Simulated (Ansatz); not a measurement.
# Frozen-phonon scan for Al2O3 (corundum)

Starting cell, Al2O3 (corundum):

```xyz
10
Lattice="2.4040 1.3879 4.3739 -2.4040 1.3879 4.3739 0.0000 -2.7759 4.3739" Properties=species:S:1:pos:R:3 pbc="T T T"
Al     0.0000     0.0000     4.6205
Al     0.0000     0.0000     1.9403
Al     0.0000     0.0000     8.5011
Al     0.0000     0.0000    11.1813
O     -0.9320     1.3879     7.6543
O     -0.7360    -1.5011     7.6543
O      1.6680     0.1132     7.6543
O      0.9320    -1.3879     5.4673
O      0.7360     1.5011     5.4673
O     -1.6680    -0.1132     5.4673
```

A phonon eigenvector at Γ is frozen into this cell: atom i moves by Q times the vector below, so Q is the largest atomic displacement, in Å. The cell is held. It is one choice among 2 degenerate patterns.

| atom | x | y | z |
|---|---|---|---|
| Al1 | 0.117 | -0.020 | 0.000 |
| Al2 | -0.117 | -0.020 | 0.000 |
| Al3 | -0.117 | 0.020 | 0.000 |
| Al4 | 0.117 | 0.020 | 0.000 |
| O5 | 0.000 | 0.656 | 0.754 |
| O6 | 0.285 | 0.163 | -0.377 |
| O7 | -0.285 | 0.163 | -0.377 |
| O8 | 0.000 | -0.656 | -0.754 |
| O9 | -0.285 | -0.163 | 0.377 |
| O10 | 0.285 | -0.163 | 0.377 |

Computed with PBE (plane waves to 420 eV, PAW, scalar-relativistic; Ansatz, a quantum-chemistry and plane-wave program). k mesh 8×8×8 (Γ-centred), Fermi-Dirac smearing 0.05 eV. The energy includes the smearing's −TS. Compression counts positive. Al2O3 was relaxed with its symmetry unable to fall. The PAW data are Ansatz's earlier set. ΔE is measured from the undisplaced structure.

| Q (Å) | ΔE (meV/cell) | −dE/dQ from forces (eV/Å) | P (GPa) |
|---|---|---|---|
| -0.280 | 921 | 6.599 | 2.09 |
| -0.233 | 639 | 5.490 | 1.45 |
| -0.187 | 409 | 4.385 | 0.93 |
| -0.140 | 230 | 3.284 | 0.52 |
| -0.093 | 102 | 2.187 | 0.24 |
| -0.047 | 25 | 1.093 | 0.06 |
| 0.000 | 0 | 0.000 | 0.01 |
| 0.047 | 25 | -1.093 | 0.06 |
| 0.093 | 102 | -2.187 | 0.24 |
| 0.140 | 230 | -3.284 | 0.52 |
| 0.187 | 409 | -4.385 | 0.93 |
| 0.233 | 639 | -5.490 | 1.45 |
| 0.280 | 921 | -6.599 | 2.09 |

Read from the data:

| Property | Value |
|---|---|
| Energy at Q = 0.280 Å | 921 meV/cell |
| Space group of the distorted cell | P-1 (No. 2), lowered from R-3c |
| Symmetry of the curve | even: the same for both signs |
| Shape of the curve | a single well with its minimum at or next to zero displacement |
| Harmonic wavenumber from the curvature (finite differences) | 359 cm⁻¹ |
| Wavenumber by perturbation theory (DFPT, on another k mesh) | 359 cm⁻¹ |

(For displaced atoms, the force is minus the slope of the energy, and its curvature is a force constant, which sets phonon frequencies.)
